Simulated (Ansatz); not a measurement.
**Trial structures of TlLaS₂**

TlLaS₂ was placed in 4 structures, borrowed from other compounds or built from prototypes, and relaxed with PBEsol and then r2SCAN+rVV10 in the plane-wave code Ansatz, symmetry kept. Energies are static, from a final single point; gaps are the least over its mesh and special points. Computed values alone, no measurements; non-magnetic cells, some hypothetical.

```json
{"start": "ordering on rocksalt (c)", "ends in": "P4/nmm", "volume (Å³/atom)": "28.67", "energy, r2SCAN+rVV10 (meV/atom)": "112", "gap, r2SCAN+rVV10 (eV)": "metal", "shaken (PBEsol)": "falls 111 meV"}
{"start": "ordering on rocksalt", "ends in": "Pmmn", "volume (Å³/atom)": "28.72", "energy, r2SCAN+rVV10 (meV/atom)": "0", "gap, r2SCAN+rVV10 (eV)": "1.71", "shaken (PBEsol)": "returns (8 atoms)"}
{"start": "ordering on rocksalt (b)", "ends in": "I4_1/amd", "volume (Å³/atom)": "28.09", "energy, r2SCAN+rVV10 (meV/atom)": "37", "gap, r2SCAN+rVV10 (eV)": "1.04", "shaken (PBEsol)": "returns (8 atoms)"}
{"start": "ordering on rocksalt (d)", "ends in": "P4/mmm", "volume (Å³/atom)": "26.70", "energy, r2SCAN+rVV10 (meV/atom)": "152", "gap, r2SCAN+rVV10 (eV)": "metal", "shaken (PBEsol)": "returns (8 atoms)"}
```
Energies count from the lowest cell; the last column tells what a randomly displaced small cell does when relaxed without symmetry, which tests only the distortions that fit it.

Of the symmetric cells the lowest is the one started from ordering on rocksalt, which ends in Pmmn (No. 59), 37 meV an atom below the next (ordering on rocksalt (b)). With PBEsol some shaken cells land within 15 meV an atom of the lowest symmetric one. Other structures, not tried here, could lie lower.

The cells shaken are PBEsol's, whose volumes can differ from those tabled by ten per cent. The falls are PBEsol's, in meV an atom on the shaken cell's own mesh; a cell that falls isn't a minimum, and its place in the table may change once it distorts.

The cells in order of energy (the first three):
- ordering on rocksalt: Pmmn, 28.72 Å³ an atom. Tl is surrounded by 6 S at 3.05–3.44 Å; S is surrounded by 2 La at 2.80 Å and 4 Tl at 3.05–3.26 Å; La is surrounded by 6 S at 2.80–3.00 Å; S is surrounded by 4 La at 2.95–3.00 Å and 2 Tl at 3.44 Å.
- ordering on rocksalt (b): I4_1/amd, 28.09 Å³ an atom. Around Tl lie 6 S at 3.01–3.41 Å; around S lie 3 La at 2.84–3.01 Å and 3 Tl at 3.01–3.41 Å; around La lie 6 S at 2.84–3.01 Å.
- ordering on rocksalt (c): P4/nmm, 28.67 Å³ an atom. Around Tl lie 4 S at 3.10 Å; around S lie 1 La at 2.61 Å and 4 Tl at 3.10 Å; around S lie 5 La at 2.97–3.09 Å; around La lie 6 S at 2.61–3.09 Å.

The lowest symmetric cell:
```
CELL_PARAMETERS angstrom
4.23553 0.00000 0.00000
0.00000 5.97488 0.00000
0.00000 0.00000 9.07801
ATOMIC_POSITIONS crystal
Tl 0.00000 0.00000 0.89761
S 0.00000 0.50000 0.82917
Tl 0.50000 0.50000 0.10239
S 0.50000 0.00000 0.17083
La 0.00000 0.00000 0.37308
S 0.00000 0.50000 0.40134
La 0.50000 0.50000 0.62692
S 0.50000 0.00000 0.59866
```

Spin-orbit coupling is left out; in compounds of Pb, Bi, Tl or Hg it can lower a gap by up to about 1 eV, split its edges or invert the bands.
